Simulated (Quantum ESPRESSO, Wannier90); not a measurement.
Wannierisation of TaN (P-62m)

Cell from Materials Project (mp-1279), symmetrised, no further relaxation. COD (Crystallography Open Database) has the formula in 5 space groups, this one among them (matched by group alone). Computed values, not measurements, from PBEsol: Quantum ESPRESSO (norm-conserving PseudoDojo potentials, cutoff 68 Ry, no spin polarisation, no spin-orbit coupling) on a Γ-centred 6×6×8 mesh, then Wannier90. Density: 12×12×10 mesh, cold smearing 0.01 Ry. Spin-orbit coupling is left out although heavy elements are present.

```
begin unit_cell_cart
ang
    5.2084998633    0.0000000000    0.0000000000
   -2.6042499317    4.5106931973    0.0000000000
    0.0000000000    0.0000000000    2.9147500000
end unit_cell_cart
mp_grid = 6 6 8
```

Task: Which shells of neighbouring k-points and which b-vectors and weights does Wannier90 pick for this cell and mesh?

Result: 
```
 *---------------------------------- K-MESH ----------------------------------*
 +----------------------------------------------------------------------------+
 |                    Distance to Nearest-Neighbour Shells                    |
 |                    ------------------------------------                    |
 |          Shell             Distance (Ang^-1)          Multiplicity         |
 |          -----             -----------------          ------------         |
 |             1                   0.232159                      6            |
 |             2                   0.269456                      2            |
 |             3                   0.355675                     12            |
 |             4                   0.402111                      6            |
 |             5                   0.464318                      6            |
 |             6                   0.484045                     12            |
 |             7                   0.536841                     12            |
 |             8                   0.538913                      2            |
       ... (lines left out)
 +----------------------------------------------------------------------------+
 | The b-vectors are chosen automatically                                     |
 | The following shells are used:                       1,  2                 |
 +----------------------------------------------------------------------------+
 |                        Shell   # Nearest-Neighbours                        |
 |                        -----   --------------------                        |
 |                          1               6                                 |
 |                          2               2                                 |
 +----------------------------------------------------------------------------+
 | Completeness relation is fully satisfied [Eq. (B1), PRB 56, 12847 (1997)]  |
 +----------------------------------------------------------------------------+
 |                  b_k Vectors (Ang^-1) and Weights (Ang^2)                  |
 |                  ----------------------------------------                  |
 |            No.         b_k(x)      b_k(y)      b_k(z)        w_b           |
 |            ---        --------------------------------     --------        |
 |             1         0.000000    0.232159    0.000000     6.184550        |
 |             2         0.201056    0.116079    0.000000     6.184550        |
 |             3         0.000000   -0.232159    0.000000     6.184550        |
 |             4         0.201056   -0.116079    0.000000     6.184550        |
 |             5        -0.201056   -0.116079    0.000000     6.184550        |
 |             6        -0.201056    0.116079    0.000000     6.184550        |
 |             7         0.000000    0.000000    0.269456     6.886410        |
 |             8         0.000000    0.000000   -0.269456     6.886410        |
```
